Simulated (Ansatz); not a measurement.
VCu3Se4:
```xyz
8
Lattice="5.5816 0.0000 0.0000 0.0000 5.5816 0.0000 0.0000 0.0000 5.5816" Properties=species:S:1:pos:R:3 pbc="T T T"
V      0.0000     0.0000     0.0000
Cu     0.0000     2.7908     0.0000
Cu     2.7908     0.0000     0.0000
Cu     0.0000     0.0000     2.7908
Se     1.3551     1.3551     1.3551
Se     1.3551     4.2265     4.2265
Se     4.2265     4.2265     1.3551
Se     4.2265     1.3551     4.2265
```

Relaxed with r²SCAN. Special points in fractions of this cell's reciprocal vectors: Γ (0.000, 0.000, 0.000); X (0.000, 0.500, 0.000); M (0.500, 0.500, 0.000); R (0.500, 0.500, 0.500).

Question: List the band energies nearest the valence-band maximum at these points for plane-wave PAW r²SCAN with spin–orbit coupling (Ansatz code).

Answer: In eV from the valence-band maximum; about four levels below and three above (degenerate sets whole), none deeper than 8.9 eV; points with the same levels are listed once.

| k | below | above |
|---|---|---|
| Γ | -0.61 -0.61 -0.61 -0.61 -0.57 -0.57 | 1.08 1.08 1.08 1.08 |
| X | -0.61 -0.61 -0.57 -0.57 | 0.97 0.97 1.24 1.24 |
| M | -0.96 -0.96 -0.20 -0.20 | 1.21 1.21 1.25 1.25 |
| R | 0.00 0.00 0.00 0.00 | 1.60 1.60 1.60 1.60 |

Space group P-43m. The workflow started from a Materials Project entry (that database holds measured and hypothetical structures alike); the Crystallography Open Database copy checked does not list it. Its standing as an ambient phase is unchecked. The r²SCAN relaxation kept the symmetry of its start; its stability against distortions is not shown here. No spin polarisation was allowed.

Potentials: the later of the program's two PAW sets.
